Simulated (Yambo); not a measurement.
**Li2PdO3: sweep of GW parameters**

G0W0@PBEsol for Li₂PdO₃ (space group C2/m, No. 12) in Yambo. Reference settings: 2×2×2 Γ-centred k mesh, bands 13 to 177 and a 7 Ry block in the screening, 177 bands in G with the Bruneval-Gonze terminator, plasmon pole fitted at 27.2 eV. The PBEsol gap (-0.5, -0.5, 0) → (-0.5, -0.5, -0.5) on this mesh is 1.49 eV; G0W0 gaps are taken between the same points.

```tsv
change from the reference	G0W0 gap (-0.5, -0.5, 0) → (-0.5, -0.5, -0.5) (eV)	shift of the valence edge (eV)	rough Yambo cost
reference settings	2.76	-0.26	1
82 bands in W, 82 bands in G	2.80	-0.13	within a factor of two
123 bands in W, 123 bands in G	2.77	-0.21	within a factor of two
82 bands in G	2.76	-0.24	–
123 bands in G	2.76	-0.25	–
96 bands in W	2.78	-0.18	within a factor of two
1 Ry block	3.60	-1.01	within a factor of two
3 Ry block	2.89	-0.35	within a factor of two
6 Ry block	2.76	-0.26	within a factor of two
pole fitted at 15 eV	2.70	-0.22	–
no random integration	2.70	0.01	–
82 bands in G, no terminator	2.82	0.37	–
123 bands in G, no terminator	2.79	0.13	–
no terminator	2.78	-0.04	–
```

The reference isn't shown to be the converged limit. Costs are rough (shared machines), scaled to the same edge states, and given only for runs that recompute the screening.

Spin-orbit splittings are left out.

Geometry of the Materials Project entry, not relaxed at this level; primitive cell a = 5.101 Å, b = 5.101 Å, c = 5.059 Å, α = 99.68°, β = 99.68°, γ = 119.95°.

The structure is a Materials Project entry; no match was found in the copy of COD used, and its stability was not checked.

A shift is the quasiparticle energy of the state minus its PBEsol energy.
